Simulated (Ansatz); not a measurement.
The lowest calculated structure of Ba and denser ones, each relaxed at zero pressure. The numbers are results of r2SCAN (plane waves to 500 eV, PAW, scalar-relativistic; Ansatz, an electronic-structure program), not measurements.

```csv
structure,E − E(first row) (eV/atom),V (Å³/atom)
"Im-3m, cI2, bcc (W type)",0,65.13
"I4₁/amd, tI4, AFLOW prototype A_tI4_141_a (A5, as in Sn)",0.13,59.88
"Fd-3m, cF8, diamond type",0.86,54.21
"Pm-3m, cP1, simple cubic type",0.24,59.70
```

Q: Estimate from H = E + PV, with the volumes held at these values, the pressure at which each denser structure becomes favourable. Which of these comes first?

A: The enthalpies cross at P = ΔE / (−ΔV); 1 eV/Å³ is 160.2 GPa.
- I4₁/amd, tI4, AFLOW prototype A_tI4_141_a (A5, as in Sn): 0.13 / (65.13 − 59.88) × 160.2 ≈ 4.0 GPa
- Pm-3m, cP1, simple cubic type: 0.24 / (65.13 − 59.70) × 160.2 ≈ 7.1 GPa
- Fd-3m, cF8, diamond type: 0.86 / (65.13 − 54.21) × 160.2 ≈ 13 GPa

First among these: I4₁/amd, tI4, AFLOW prototype A_tI4_141_a (A5, as in Sn), near 4.0 GPa. This leaves out the compression of both phases, so the common tangent of the full E(V) curves can lie elsewhere, the more so the higher the pressure; energy differences of these cells are good to about 0.01 eV/atom.

Measured, Ba leaves this structure for hcp near 5.5 GPa (as listed in Olga Degtyareva, NATO science for peace and security series. B, Physics and biophysics (2010)). No row of this table was matched to that structure.

Probably no minimum, since a slightly shaken restart fell lower: Fd-3m, cF8, diamond type (by 0.86 eV/atom, to I4/mmm); Pm-3m, cP1, simple cubic type (by 0.24 eV/atom, to Im-3m). 2 runs with a doubtful electronic state, a coarser numerical grid, an end not at rest or a source that can't be used are left out. Each run could gain symmetry but not lose that of its start, so entries can be saddle points. From databases, or of a type measured for this composition: Im-3m, cI2, bcc (W type); the others are generated cells (placed on structure types, drawn at random, substituted or restacked) that were not matched to a known phase here. Static energies at zero pressure. Each cell has its own k-point mesh; energy differences are given only to the digits this allows. No spin polarisation in the result.
